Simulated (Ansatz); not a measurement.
The cell of CaInC4N4 is invented: two interpenetrating cyanide-bridged diamond nets (P-43m, No. 215). Its size is a rough estimate.

```xyz
10
Lattice="6.2134 0.0000 0.0000 0.0000 6.2134 0.0000 0.0000 0.0000 6.2134" Properties=species:S:1:pos:R:3 pbc="T T T"
Ca    3.1067    3.1067    3.1067
In    0.0000    0.0000    0.0000
C     1.1553    1.1553    1.1553
C     1.1553    5.0582    5.0582
C     5.0582    1.1553    5.0582
C     5.0582    5.0582    1.1553
N     1.8308    1.8308    1.8308
N     1.8308    4.3827    4.3827
N     4.3827    1.8308    4.3827
N     4.3827    4.3827    1.8308
```

These are results of DFT PBE, scalar-relativistic, plane waves, PAW (Ansatz 0.2.0), not measurements. Cutoff 420 eV, Gaussian smearing, Γ-centred meshes. Cell and atoms relax first on a coarse mesh and then on a finer one. In between, the cell is made exact in the group found at 0.06 Å. In metals the finer mesh still leaves noise of several meV/atom or more. The steps can't lower the symmetry of their start. No spin polarisation in the relaxation; trial moments died out in a coarse test.

A guess keeps its type if space group and coordination stay and the shape of the cell changes little (axis ratios within about 15 %, angles within 6°); the volume may change.

Q: Does it keep its structure type, or change into something else?

A: It keeps its type. The symmetry stays P-43m (No. 215). The volume per atom grows by 18.3 %, from 24.0 to 28.4 Å³. The shortest distance stays 1.17 Å (C–N). Counting neighbours within 15 % of an atom's shortest distance, the start has C 1, Ca 4, In 4, N 1 and the end C 1, Ca 4, In 4, N 1.

Formation energies are uncorrected and refer to the elements' standard structures at the same level (N₂ as a molecule).

Q: At what energy does it end?

A: +0.23 eV/atom. It can't be a ground state, since the elements alone are lower.

The last run used a 6×6×6 mesh for its 10-atom cell and Gaussian smearing of 0.10 eV. An odd number of electrons in the primitive cell allows no gap without spin; a larger cell or a magnetic state could open one. The reference form of C is held partly by dispersion forces, which this level lacks. Symmetry constrained the relaxation, so the result can be a saddle point.
